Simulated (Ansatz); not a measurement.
MgAlNO:
```
CELL_PARAMETERS angstrom
      3.17984     0.00000     0.00000
     -1.58992     2.75382     0.00000
      0.00000     0.00000     5.08314
ATOMIC_POSITIONS crystal
  Al 0.33333 0.66667 0.50271
  Mg 0.66667 0.33333 0.00659
  O  0.33333 0.66667 0.14130
  N  0.66667 0.33333 0.59938
```

x, y and z are the axes in which the lattice vectors are written.

Give the high-frequency dielectric tensor and the Born effective charge tensors of the independent atoms from DFPT, DFT-PBEsol in the program Ansatz with PAW potentials.


ε∞:
```
3.88  0.00  0.00
0.00  3.88  0.00
0.00  0.00  3.77
```
Z* of atom 1 (Al), rows: field, columns: displacement, in e:
```
2.61  0.00  0.00
0.00  2.61  0.00
0.00  0.00  2.16
```
Z* of atom 2 (Mg), rows: field, columns: displacement, in e:
```
1.78  0.00  0.00
0.00  1.78  0.00
0.00  0.00  2.23
```
Z* of atom 3 (O), rows: field, columns: displacement, in e:
```
-1.75   0.00   0.00
 0.00  -1.75   0.00
 0.00   0.00  -2.53
```
Z* of atom 4 (N), rows: field, columns: displacement, in e:
```
-2.64   0.00   0.00
 0.00  -2.64   0.00
 0.00   0.00  -1.85
```

Space group P3m1. The start of the workflow was typed in or built on a structure type; neither database checked (COD, Materials Project) lists it. Its standing as an ambient phase is unchecked. Symmetry was held in the PBEsol relaxation; whether a distortion lowers the energy is not shown. The volume moved by -22 % from the start of the relaxation.

Potentials: the earlier of the program's two PAW sets. The files were generated under PBE; for other functionals the program regenerates the frozen cores, and for LDA and PBEsol the local potential too.
